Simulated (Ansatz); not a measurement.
The end point of a relaxation of ZrO2. Computed with r2SCAN (plane waves to 500 eV, PAW, scalar-relativistic; Ansatz, a program for electronic structure).

```xyz
9
Lattice="0.0000 3.7099 3.7099 3.7099 0.0000 3.7099 3.7099 3.7099 0.0000" Properties=species:S:1:pos:R:3 pbc="T T T"
O      5.6875     3.7099     3.7099
O      1.7322     3.7099     3.7099
O      3.7099     5.6875     3.7099
O      3.7099     1.7322     3.7099
O      3.7099     3.7099     5.6875
O      3.7099     3.7099     1.7322
Zr     3.7099     3.7099     3.7099
Zr     5.5648     5.5648     5.5648
Zr     1.8549     1.8549     1.8549
```

### Question
Find the space group and the Wyckoff positions (tolerance 0.01 Å).

### Answer
Space group Fm-3m (No. 225); a = 7.4197 Å, b = 7.4197 Å, c = 7.4197 Å, α = 90.00°, β = 90.00°, γ = 90.00°

```csv
atom,site,symmetry,x,y,z
O,24e,4m.m,0.0000,0.0000,0.2335
Zr,4b,m-3m,0.5000,0.5000,0.5000
Zr,8c,-43m,0.2500,0.2500,0.2500
```

### Question
Give the shortest distances between elements (the closest pairs, up to four, under 3.6 Å).

### Answer
O–Zr 1.98 Å; O–O 2.45 Å; Zr–Zr 3.21 Å.

- Volume per atom: 11.35 Å³
- Density: 6.01 g/cm³
- Band gap: no gap on the sampled points, where the bands overlap only slightly; such a result is sensitive to mesh and level

No spin polarisation in the result. The d or f electrons are treated with no Hubbard U.

The run could not lose the symmetry of its start.

The first start was generated by a random draw of sites in a space group. A measured structure of ZrO2 has the same space group, Fm-3m (No. 225); the sites were not compared with it.
